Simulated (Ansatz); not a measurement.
Values for one crystal, relaxed and computed with plane-wave PAW r²SCAN (Ansatz code); other levels are named.

```yaml
volume_per_atom: 23.57 Å³
electronic_character: metallic (no gap)
Gap with spin–orbit coupling: none (metallic)
Bulk modulus (Birch–Murnaghan fit): 55.3 GPa
Density of states at the Fermi level: 0.11 states/eV per atom (mean over ±0.08 eV)
Formation energy from the elements (no fitted shifts): -0.36 eV/atom
Pressure derivative B′: 4.9
```

Q: Pick the material that matches.
A. SrAg4Sb2, R-3m (Sr on 3a, Ag on 6c, Ag on 6c, Sb on 6c)
B. SrGe2Ir2, I4/mmm (Sr on 2a, Ge on 4e, Ir on 4d)
C. La2Sb, I4/mmm (La on 4e, La on 4c, Sb on 4e)
D. EuAgSb, P6_3/mmc (Eu on 2a, Ag on 2d, Sb on 2c)

A: A, SrAg4Sb2, R-3m (Sr on 3a, Ag on 6c, Ag on 6c, Sb on 6c)

The workflow started from an entry of the Crystallography Open Database (COD, 295 K). Its standing as an ambient phase is unchecked. The r²SCAN relaxation kept the symmetry of its start; its stability against distortions is not shown here. The run is not spin-polarised. The references are the lowest solids computed at this level, not always the standard phases. Spin–orbit coupling is left out wherever it is not named.

Potentials: the later of the program's two PAW sets.
